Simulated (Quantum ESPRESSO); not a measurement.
## Ru3Mo3ZrAl (one composition in several site orders)

Simulated, not a measurement. The program is pw.x of Quantum ESPRESSO 7.5 (plane-wave density functional theory). The cell is made up: eight metal atoms on a face-centred cubic lattice, with elements, volume, strain and displacements drawn at random and not relaxed, so it may be unstable or far from any real phase. PseudoDojo standard norm-conserving files set the functional (PBE unless stated); there is no spin polarisation or spin-orbit coupling, the Fermi-Dirac width of 0.25 eV means electrons at about 2900 K, and the masses in the input are unused placeholders. A spin test at this wide smearing found no moment, but such smearing suppresses magnetism that the real alloy may have.

The runs put one composition on the sites in different orders. Cell, positions, cutoff, mesh and smearing stay as in the input of run 1; sites are counted in its order. Stress in the tables is positive in tension.

Input of run 1:

```
&control calculation='scf', pseudo_dir='./dojo.nc.sr.pbe.v0_5.standard.upf', outdir='./o', disk_io='minimal', tprnfor=.true., tstress=.true. /
&system ibrav=0, nat=8, ntyp=4, nbnd=70, ecutwfc=84.00895049, nosym=.true., tot_charge=0,
 occupations='smearing', smearing='fd', degauss=0.0183746611
/
&electrons conv_thr=1.470e-08, electron_maxstep=70, mixing_beta=0.5 /
ATOMIC_SPECIES
Al 1.0 Al.upf
Mo 1.0 Mo.upf
Ru 1.0 Ru.upf
Zr 1.0 Zr.upf
CELL_PARAMETERS angstrom
0.0439 0.0049 -4.0464
-4.092 -0.0355 0.0439
2.0952 7.9629 1.9914
ATOMIC_POSITIONS angstrom
Ru -0.1297 -0.0246 0.0581
Mo -1.9822 1.9065 -0.0088
Mo 0.1187 3.8975 -0.1956
Zr -2.0682 6.0037 -0.07
Al -1.8976 -0.022 -2.0172
Mo -0.0117 1.8454 -1.9083
Ru -2.1306 3.8936 -2.0821
Ru 0.0538 5.9752 -2.0189
K_POINTS automatic
6 6 3 1 1 1
```

| run | elements on sites 1 to 8 | free energy less that of run 1 (eV) | -TS (eV) | pressure (GPa) | stress xx (GPa) | stress yy (GPa) | stress zz (GPa) | stress yz (GPa) | stress xz (GPa) | stress xy (GPa) | iterations |
| --- | --- | --- | --- | --- | --- | --- | --- | --- | --- | --- | --- |
| 1 | Ru Mo Mo Zr Al Mo Ru Ru | 0.000 | -1.883 | -5.92 | 4.84 | 1.14 | 11.78 | 0.19 | -0.35 | 1.50 | 19 |
| 2 | Mo Mo Al Zr Ru Ru Mo Ru | 0.060 | -1.782 | -5.64 | 6.97 | 3.92 | 6.04 | 0.01 | -0.40 | 0.57 | 18 |
| 3 | Ru Mo Mo Ru Ru Mo Al Zr | -0.126 | -1.767 | -5.42 | 6.07 | 3.87 | 6.31 | 1.14 | -0.69 | 1.54 | 19 |
| 4 | Ru Ru Zr Ru Mo Mo Al Mo | -0.026 | -1.727 | -5.75 | 5.95 | 6.61 | 4.68 | 0.69 | -0.88 | 1.30 | 16 |
| 5 | Ru Ru Mo Zr Mo Al Mo Ru | 0.578 | -2.013 | -4.74 | 5.77 | -1.93 | 10.39 | -0.27 | -0.53 | 1.39 | 18 |
| 6 | Al Mo Ru Mo Zr Ru Ru Mo | 1.003 | -1.741 | -5.96 | 5.64 | 7.63 | 4.60 | -1.26 | -0.57 | 1.88 | 20 |

Forces Fx Fy Fz (eV/Å):

| site | run 1 | run 2 | run 3 | run 4 | run 5 | run 6 |
| --- | --- | --- | --- | --- | --- | --- |
| 1 | 0.87 0.80 -0.32 | 0.99 1.79 -0.46 | 1.05 0.80 -0.29 | 1.00 -0.01 -0.31 | 0.68 0.84 -0.20 | 2.15 0.30 -0.63 |
| 2 | -0.51 0.94 0.24 | -0.55 0.32 0.21 | -0.56 -1.03 0.24 | -0.57 -0.26 0.13 | -0.39 0.53 0.14 | -0.49 2.76 0.06 |
| 3 | -0.59 -0.66 0.45 | -1.21 -0.43 0.66 | -0.78 -0.93 1.41 | -1.76 0.67 2.28 | -0.71 -0.50 0.76 | -0.31 0.29 0.54 |
| 4 | 1.62 -1.44 0.73 | 1.15 -1.17 0.82 | 0.61 -1.23 0.67 | 0.75 -0.37 0.57 | 1.54 -0.52 0.87 | 1.08 -2.85 0.62 |
| 5 | -1.91 0.39 0.05 | -1.46 1.03 0.11 | -1.18 0.98 0.16 | -1.18 -0.45 0.08 | -1.55 0.86 0.03 | -3.07 0.54 0.40 |
| 6 | 0.54 0.47 -0.60 | 0.35 0.10 -0.42 | 0.47 0.59 -0.95 | 0.44 -0.66 -1.31 | 0.58 -0.07 -0.72 | 0.54 1.14 -0.59 |
| 7 | 0.43 -0.47 -0.15 | 1.02 -0.79 -0.34 | 1.28 -0.32 -0.25 | 1.75 0.02 -0.65 | 0.43 -1.12 -0.20 | 0.48 -0.47 0.04 |
| 8 | -0.44 -0.03 -0.41 | -0.30 -0.85 -0.58 | -0.87 1.13 -0.98 | -0.43 1.05 -0.80 | -0.57 -0.02 -0.67 | -0.38 -1.71 -0.45 |

The sites are displaced and not relaxed, so the energy differences mix bonding between neighbours with strain and are not ordering energies. A rerun of one cell of this series at a higher cutoff and on a denser mesh moved values by no more than 0.005 eV in energy, 0.04 GPa in stress and 0.011 eV/Å in force, and a second program with other atomic files agreed on that cell to 2 % rms in force and 0.5 GPa in pressure.